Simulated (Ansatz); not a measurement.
A geometry of ScOF away from equilibrium: step 7 of the relaxation of a relaxed ScOF cell squeezed uniformly to 70 % of its volume. Level of theory: PBEsol (plane waves to 420 eV, PAW, scalar-relativistic; Ansatz, a first-principles code). Γ-centred k-mesh 7×7×5 on the run's cell (coarser than for final values), Fermi–Dirac smearing 0.05 eV.

```xyz
6
Lattice="3.5111 0.0000 0.0000 0.0000 3.5111 0.0000 0.0000 0.0000 4.9892" Properties=species:S:1:pos:R:3:forces:R:3 pbc="T T T" free_energy=-6956.941 pressure_GPa=10.5
Sc     1.7555     0.0000     3.5450    0.0000    0.0000    0.0017
Sc     0.0000     1.7555     1.4442    0.0000    0.0000   -0.0017
O      0.0000     0.0000     2.4946    0.0000    0.0000    0.0000
O      1.7555     1.7555     2.4946    0.0000    0.0000    0.0000
F      1.7555     1.7555     0.0000    0.0000    0.0000    0.0000
F      0.0000     0.0000     0.0000    0.0000    0.0000    0.0000
```

Positions in Å, forces in eV/Å, free energy of the cell in eV (comparable only within this code, potentials and settings). Largest force: all forces are below 0.005 eV/Å; the geometry lies 0.02 eV/atom above the end of its relaxation.

No spin polarisation in the result.

The run could not lose the symmetry of its start.

The cell that was disturbed is our relaxation of an entry of Materials Project.
